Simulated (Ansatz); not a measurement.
One crystal and one scan (scan of one atom of the cell) at two levels, PBE (plane waves to 420 eV, PAW, scalar-relativistic; Ansatz, a quantum-chemistry and plane-wave program) and r2SCAN (plane waves to 500 eV, PAW, scalar-relativistic; Ansatz), each from its own relaxed cell and on its own mesh. The cell shown is that of PBE.

Starting cell, BaTiO₃ (tetragonal-perovskite type, space group P4mm):

```xyz
5
Lattice="3.9851 0.0000 0.0000 0.0000 3.9851 0.0000 0.0000 0.0000 4.2043" Properties=species:S:1:pos:R:3 pbc="T T T"
Ti     1.9926     1.9926     1.9250
Ba     0.0000     0.0000     3.9548
O      1.9926     1.9926     3.7365
O      1.9926     0.0000     1.7211
O      0.0000     1.9926     1.7211
```

In this cell atom 3 (O, nearest neighbour Ti at 1.811 Å; its periodic images, 4.0 Å or more away, move with it) is moved by s along Cartesian [111], unit vector (0.577, 0.577, 0.577); all other atoms and the cell stay fixed.

Energies are smeared free energies. BaTiO3 is run without spin polarisation. BaTiO3 was relaxed with its symmetry unable to fall. The PAW data are Ansatz's earlier set. (PBE) Left out: 2 of 11 points, with atoms too close for the PAW data. (r2SCAN) Left out: 2 of 11 points, with atoms too close for the PAW data. Both scans cover s from -0.216 to 0.360 Å.

ΔE (meV/cell), each from the undisplaced structure of its own level:

| s (Å) | PBE | r2SCAN |
|---|---|---|
| -0.216 | 227 | 228 |
| -0.144 | 98 | 98 |
| -0.072 | 24 | 24 |
| 0.000 | 0 | 0 |
| 0.072 | 22 | 22 |
| 0.144 | 85 | 85 |
| 0.216 | 184 | 186 |
| 0.288 | 316 | 320 |
| 0.360 | 477 | withheld |

Q: Estimate the r2SCAN value at 0.360 from the PBE value there and the ratio of the two levels in the two nearest given rows on that side of the minimum.

A: At 0.288 and 0.216 the ratio r2SCAN/PBE averages 1.012, which gives 1.012 × 477 = 483 meV/cell. The calculation gives 486 meV/cell, +1.9 % against PBE.

(A displaced cell: forces are minus the slopes of the energy, force constants its curvatures, and phonons follow from these.)
